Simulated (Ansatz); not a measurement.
Relaxed SiC (wurtzite):

```
CELL_PARAMETERS angstrom
      3.07531     0.00000     0.00000
     -1.53765     2.66329     0.00000
      0.00000     0.00000     5.04816
ATOMIC_POSITIONS crystal
  Si 0.66667 0.33333 0.00050
  Si 0.33333 0.66667 0.50050
  C  0.66667 0.33333 0.62470
  C  0.33333 0.66667 0.12470
```

In this cell atom 4 (C, nearest neighbour Si at 1.883 Å; its periodic images, 3.1 Å or more away, move with it) is moved by s along Cartesian [111], unit vector (0.577, 0.577, 0.577); all other atoms and the cell stay fixed.

Level of theory: r2SCAN (plane waves to 500 eV, PAW, scalar-relativistic; Ansatz, a first-principles code). k mesh 10×10×5 (Γ-centred), Fermi-Dirac smearing 0.05 eV. E stands for the smeared free energy. Left out: 1 of 11 points, with atoms too close for the PAW data. SiC was relaxed with its symmetry unable to fall. ΔE is measured from the undisplaced structure.

| s (Å) | ΔE (meV/cell) |
|---|---|
| -0.448 | 3341 |
| -0.336 | 1668 |
| -0.224 | 664 |
| -0.112 | 150 |
| 0.000 | 0 |
| 0.112 | 124 |
| 0.224 | 452 |
| 0.336 | withheld |
| 0.448 | 1523 |
| 0.560 | 2186 |

Question: Fit a polynomial form (powers 2, 3, 4) to the given rows and predict ΔE at s = 0.336.

Answer: Least squares on the 9 given rows: ΔE = (10940)·s² + (-10140)·s³ + (5538)·s⁴, in meV/cell with s in Å; root-mean-square residual 11.1 meV/cell. At 0.336 the fit gives 921 meV/cell; the calculation gives 933 meV/cell, so the interpolation is off by -12 (-1.3 %). The quadratic term alone would give 1235 meV/cell.

(For displaced atoms, the force is minus the slope of the energy, and its curvature is a force constant, which sets phonon frequencies.)
